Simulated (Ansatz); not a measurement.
System: Au (fcc type), 1 atom in the cell.

These are results of PBE with spin–orbit coupling, all-electron LAPW, point nucleus in Ansatz, not measurements.

k-mesh 4×4×4 Γ-centred; Fermi–Dirac smearing of 0.15 eV.

```
CELL_PARAMETERS angstrom
0.00000 2.08010 2.08010
2.08010 0.00000 2.08010
2.08010 2.08010 0.00000
ATOMIC_POSITIONS crystal
Au 0.00000 0.00000 0.00000
```

**Question.** Would the cell expand or shrink if it were free to relax?

**Answer.** The pressure is 0.49 GPa, so at these settings the cell is compressed and would expand.

The k-mesh is coarse, so these values belong to this mesh and can lie far from the converged ones.
